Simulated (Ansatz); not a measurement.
Ru:
```xyz
1
Lattice="2.4801 0.0000 0.0000 0.0000 2.4801 0.0000 0.0000 0.0000 2.4801" Properties=species:S:1:pos:R:3 pbc="T T T"
Ru     0.0000     0.0000     0.0000
```

Relaxed with PBEsol. Special points in fractions of this cell's reciprocal vectors: Γ (0.000, 0.000, 0.000); X (0.000, 0.500, 0.000); M (0.500, 0.500, 0.000); R (0.500, 0.500, 0.500).

Question: List the band energies nearest the Fermi level at these points for the program Ansatz at the PBEsol with spin–orbit coupling level (PAW).

Answer: In eV from the Fermi level; about four levels below and three above (degenerate sets whole), none deeper than 8.9 eV; … stands for higher levels left out; points with the same levels are listed once.

```
k                                below                above
-  -----------------------------------  -------------------
Γ              -5.69 -5.69 -5.69 -5.69  1.58 1.58 1.58 1.58
X              -1.05 -1.05 -0.44 -0.44          1.95 1.95 …
M              -0.64 -0.64 -0.49 -0.49  3.69 3.69 5.38 5.38
R  -5.11 -5.11 -5.11 -5.11 -4.96 -4.96  3.87 3.87 3.87 3.87
```

Space group Pm-3m (simple cubic). A made-up cell: these elements were put on the sites of a structure type; neither database checked (COD, Materials Project) lists it. It is not the phase usual at ambient conditions (space group No. 194). The cell was relaxed with PBEsol under the symmetry of its start; whether a distortion lowers the energy is not shown. No spin polarisation was allowed.

Potentials: the later of the program's two PAW sets.
